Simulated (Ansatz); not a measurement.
C2S3O: reading a single point

```yaml
crystal:
  lattice:
    - [3.79568, 4.59947, 0.00000]
    - [3.79568, -4.59947, 0.00000]
    - [3.07130, 0.00000, -6.31947]
  atoms:
    - { symbol: S, position: [0.43921, 0.26627, 0.79148] }
    - { symbol: S, position: [0.26627, 0.43921, 0.29148] }
    - { symbol: O, position: [0.21939, 0.17341, 0.98320] }
    - { symbol: O, position: [0.17341, 0.21939, 0.48320] }
    - { symbol: S, position: [0.44613, 0.96119, 0.67191] }
    - { symbol: S, position: [0.96119, 0.44613, 0.17191] }
    - { symbol: C, position: [0.60669, 0.83671, 0.80060] }
    - { symbol: C, position: [0.83671, 0.60669, 0.30060] }
    - { symbol: S, position: [0.74182, 0.99412, 0.90207] }
    - { symbol: S, position: [0.99412, 0.74182, 0.40207] }
    - { symbol: C, position: [0.67724, 0.24376, 0.86050] }
    - { symbol: C, position: [0.24376, 0.67724, 0.36050] }
```

The numbers come from plane-wave PAW DFT (Ansatz): r2SCAN, no spin polarisation, 500 eV, 5×5×5 Γ-centred k points, fermi-dirac occupations (width 0.0594 eV). Nothing was relaxed.

(1) Is it stable against the elements?

(2) Is the cell too large or too small?

(3) How is the charge shared?

(4) Is there a gap?

Origin: a known structure type with other elements, at an estimated volume, so it need not be a known compound. Caveats: many states at the Fermi level without spin polarisation, so a magnetic state may lie lower; atoms or cell far from equilibrium.

## Answers

(1) 0.96 eV an atom against the elements' usual phases (free molecules for gases, crystals otherwise, with no correction for O₂ or N₂), so at this geometry it isn't bound against them. Relaxing would lower it.

(2) The pressure is 11.9 GPa (compression positive), so with the atoms held at these fractions the cell would first expand; the forces are large, so a full relaxation may end otherwise. The principal stresses 2.3, 9.5, 23.9 GPa differ, so its shape would change too.

(3) Bader charges in e: C -1.16 to -1.07, S +0.50 to +1.54, O -1.26. In the mean S gives up most and O takes most.

(4) It is a metal, with about 7 states/eV a cell as the mean within 0.25 eV of the Fermi level, mostly C p (53 %), S p (25 %) and O p (12 %).
